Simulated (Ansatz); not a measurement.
In r²SCAN in the plane-wave PAW code Ansatz, MoPt in the rock salt structure (Fm-3m) relaxes to a = 5.217 Å. Pt has 6 nearest neighbours from 2.61 Å (octahedral); Mo has 6 nearest neighbours from 2.61 Å (octahedral). Against the elements it lies at 0.73 eV/atom, with no fitted shifts.

Electronic character: metallic (no gap). Gap from r²SCAN with spin–orbit coupling: none (metallic).

An equation-of-state fit gives a bulk modulus of 213 GPa. The relaxed-ion elastic constants in GPa are C11 = 256, C12 = 191, C44 = 9.8. The elastic constants imply a Debye temperature near 142 K. Bader charges are Pt -1.14, Mo +1.14 e.

The start of the workflow was typed in or built on a structure type; neither database checked (COD, Materials Project) lists it. Its standing as an ambient phase is unchecked. The cell was relaxed with r²SCAN under the symmetry of its start; whether a distortion lowers the energy is not shown. No spin polarisation was allowed. The volume moved by 16 % from the start of the relaxation. Its formation energy is positive at this level, so the cell may be metastable or incomplete. As this level gives no gap, shear constants depend on the k-mesh and smearing (Fermi–Dirac, 0.1 eV here). The references are the lowest solids computed at this level, not always the standard phases. Scalar-relativistic: spin–orbit coupling is off unless named, which matters more the heavier the elements.

Potentials: the later of the program's two PAW sets.
